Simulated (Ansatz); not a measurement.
## Property card for HfO₂

HfO2:
```
CELL_PARAMETERS angstrom
      0.00000     2.52226     2.52226
      2.52226     0.00000     2.52226
      2.52226     2.52226     0.00000
ATOMIC_POSITIONS crystal
  Hf 0.00000 0.00000 0.00000
  O  0.75000 0.75000 0.75000
  O  0.25000 0.25000 0.25000
```

Space group Fm-3m (No. 225), fluorite; conventional cell a = b = c = 5.045 Å, α = β = γ = 90.00°.

Method: plane-wave PAW PBEsol (Ansatz code). Structure relaxed to zero pressure with the same functional. Other levels are named where they apply.

**Cell and energy**

```json
{
 "volume_per_atom": "10.70 Å³",
 "density": "10.89 g/cm³",
 "Formation energy from the elements (no fitted shifts)": "-3.45 eV/atom"
}
```

**Electronic structure**

```json
{
  "band_gap": "3.69 eV (direct)",
  "valence_band_maximum": "at X",
  "conduction_band_minimum": "at X (3 equivalent valleys)",
  "electron_effective_mass": "0.70, 0.70, 1.1 mₑ (principal values)",
  "Electron effective mass with spin–orbit coupling": "0.71, 0.71, 1.1 mₑ (principal values)",
  "hole_effective_mass": "0.28, 3.0, 3.0 mₑ (principal values)",
  "Hole effective mass with spin–orbit coupling": "0.28, 3.0, 3.0 mₑ (principal values)",
  "HSE06 gap on the PBEsol cell": "5.43 eV",
  "Gap with spin–orbit coupling": "3.69 eV"
}
```

**Mechanics**

```json
{
  "Bulk modulus (Birch–Murnaghan fit)": "264 GPa",
  "Pressure derivative B′": "4.2",
  "Elastic constants (relaxed ions, GPa)": "C11 = 576, C12 = 109, C44 = 69.8",
  "mechanical_stability": "stable (all eigenvalues of C positive)",
  "hill_bulk_and_shear_moduli": "265 and 116 GPa",
  "Young's modulus": "304 GPa",
  "Poisson's ratio": "0.31",
  "debye_temperature_from_the_elastic_constants": "493 K"
}
```

**Dielectric response**

```json
{
 "Electronic dielectric constant ε∞ (DFPT)": "5.38",
 "Static dielectric constant ε0 (ions relaxed, cell fixed)": "36.7",
 "Born charges (a third of the trace)": "Hf +5.56, O -2.78 e"
}
```

**Phonons**

```json
{
 "Highest zone-centre frequency (without LO–TO term)": "580 cm⁻¹",
 "zone_centre_stability": "no imaginary mode at Γ",
 "dynamical_stability_on_the_path": "unstable, down to 164i cm⁻¹"
}
```

This is a known high-temperature phase of the composition, computed here at zero pressure and temperature. The cell was relaxed with PBEsol under the symmetry of its start. No spin polarisation was allowed. The references are the lowest solids computed at this level, not always the standard phases (solids in place of the gases). Spin–orbit coupling is left out wherever it is not named.

Potentials: the earlier of the program's two PAW sets. The files were generated under PBE; for other functionals the program regenerates the frozen cores, and for LDA and PBEsol the local potential too.
